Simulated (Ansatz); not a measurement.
**TiOs: trigonal deformation path**

Theory: DFT PBEsol, scalar-relativistic, plane waves, PAW (Ansatz). The runs took a 420 eV cutoff, a Γ-centred 18×18×18 mesh and Gaussian smearing (0.15 eV). Spin–orbit coupling is left out, which can shift energies with elements as heavy as these. No spin polarisation. Energies are free energies at this smearing, counted from the undisturbed cell; pressure is positive in compression.

The starting cell (as given, not relaxed at this level; it stands at -4.6 GPa, and it needn't be the usual structure):

```
Ti Os
1.0
     3.08000    0.00000    0.00000
     0.00000    3.08000    0.00000
     0.00000    0.00000    3.08000
Ti Os
1 1
Cartesian
  1.5400 1.5400 1.5400
  0.0000 0.0000 0.0000
```

At fixed volume and fractional coordinates, lengths along (0.577, 0.577, 0.577) are scaled against those across it; ρ is that ratio over its starting value. The cell is metallic on the mesh throughout. At ρ = 2.000 the cell becomes cubic (Fm-3m), and there the slope of the energy vanishes by symmetry.

```tsv
ρ	ΔE (meV/atom)	pressure (GPa)
0.500	7988.6	186.7
0.600	3394.5	79.1
0.710	?	?
0.850	231.2	1.2
0.930	41.3	-3.5
1.000	0.0	-4.6
1.080	39.9	-3.6
1.200	206.4	0.5
1.410	?	?
1.700	?	?
2.000	1300.2	24.0
```

Problem. Give the withheld values.

Solution. ΔE (meV/atom) at ρ = 0.710: 1244.6; pressure (GPa) at ρ = 0.710: 28.2; ΔE (meV/atom) at ρ = 1.410: 634.2; pressure (GPa) at ρ = 1.410: 10.1; ΔE (meV/atom) at ρ = 1.700: 1145.1; pressure (GPa) at ρ = 1.700: 20.8.